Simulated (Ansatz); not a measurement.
All numbers below come from Ansatz, DFT PBE, scalar-relativistic, plane waves, PAW. All cells share a 420 eV cutoff and Γ-centred k meshes spaced at most about 0.3 Å⁻¹ (about 0.25 or finer for metals, 2π included). No spin polarisation in the final relaxations.

All energies are static (0 K, no zero-point motion).

Compare these two cells of BeAu₂S₂, each relaxed at this level.

A. Space group I4/mmm (No. 139), tetragonal, a = 3.717 Å, c = 15.770 Å. Around Be lie 2 S at 1.91 Å; S has 1 Be at 1.91 Å and 4 Au at 2.65 Å; Au has 4 S at 2.65 Å.

B. Space group Immm (No. 71), orthorhombic, a = 3.188 Å, b = 4.663 Å, c = 15.241 Å. Be is surrounded by 4 S at 2.04 Å; S is surrounded by 2 Be at 2.04 Å, 1 S at 2.13 Å and 1 S at 2.54 Å; Au has 4 Au at 2.82 Å and 2 Au at 3.19 Å.

Question: Which is lower in energy, and by how much?

Answer: A is lower, by 134 meV/atom. A has space group I4/mmm (No. 139), 21.8 Å³/atom and no gap on its mesh; B has space group Immm (No. 71), 22.7 Å³/atom and no gap. Counting S atoms around Au and Be (those within 1.25 times the shortest such distance or 1.15 times the sum of covalent radii; the shortest distance is added where it is long for a bond), A has Be 2, Au 4 and B has Be 4, Au 6 from 4.0 Å. B holds S–S pairs (shortest 2.13 Å); in A the shortest S–S distance is 3.72 Å. Both come from invented guesses.

Weakly bound directions are ill-defined at this level, which has no dispersion term (I4/mmm, Immm), and this can change margins and order among such cells. These runs have no spin–orbit coupling, which can matter for Au. Cells relaxed within their symmetry can be saddle points.
